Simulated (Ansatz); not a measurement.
Ti3C2O2:
```
CELL_PARAMETERS angstrom
      3.01119     0.00000     0.00000
     -1.50559     2.60777     0.00000
      0.00000     0.00000     9.79894
ATOMIC_POSITIONS crystal
  O  0.00000 0.00000 0.64625
  Ti 0.33333 0.66667 0.73937
  C  0.66667 0.33333 0.87266
  Ti 0.00000 0.00000 0.00000
  C  0.33333 0.66667 0.12734
  Ti 0.66667 0.33333 0.26063
  O  0.00000 0.00000 0.35375
```

Relaxed with PBE+D3(BJ). Special points in fractions of this cell's reciprocal vectors: Γ (0.000, 0.000, 0.000); M (0.500, 0.000, 0.000); K (0.333, 0.333, 0.000); A (0.000, 0.000, 0.500); L (0.500, 0.000, 0.500); H (0.333, 0.333, 0.500).

Task: List the band energies nearest the Fermi level at these points for PBE+D3(BJ) in the plane-wave PAW code Ansatz.

Result: In eV from the Fermi level; about four levels below and three above (degenerate sets whole), none deeper than 8.9 eV; points with the same levels are listed once.

```json
[
 {"k": "Γ", "below": "-4.51 -3.28 -1.85 -1.85", "above": "0.09 0.63 0.63"},
 {"k": "M", "below": "-2.29 -1.12 -0.87 -0.14", "above": "1.23 2.08 2.42"},
 {"k": "K", "below": "-3.31 -2.78 -2.78 -2.31", "above": "1.72 1.72 1.84 1.84"},
 {"k": "A", "below": "-2.72 -1.86 -1.86 -0.30", "above": "0.65 0.65 0.81 0.81"},
 {"k": "L", "below": "-2.30 -1.20 -0.86 -0.02", "above": "1.20 2.05 2.42"},
 {"k": "H", "below": "-2.78 -2.78 -2.78 -2.65", "above": "1.72 1.72 1.84 1.84"}
]
```

Space group P-3m1. The start of the workflow was typed in or built on a structure type; neither database checked (COD, Materials Project) lists it. Whether it is the stable phase at ambient conditions was not checked. The PBE+D3(BJ) relaxation kept the symmetry of its start; its stability against distortions is not shown here. The workflow began spin-polarised and lost its moments. The compound may be a true metal, but semilocal functionals without U, or a wrong spin order, can also close a gap.

Potentials: the later of the program's two PAW sets.
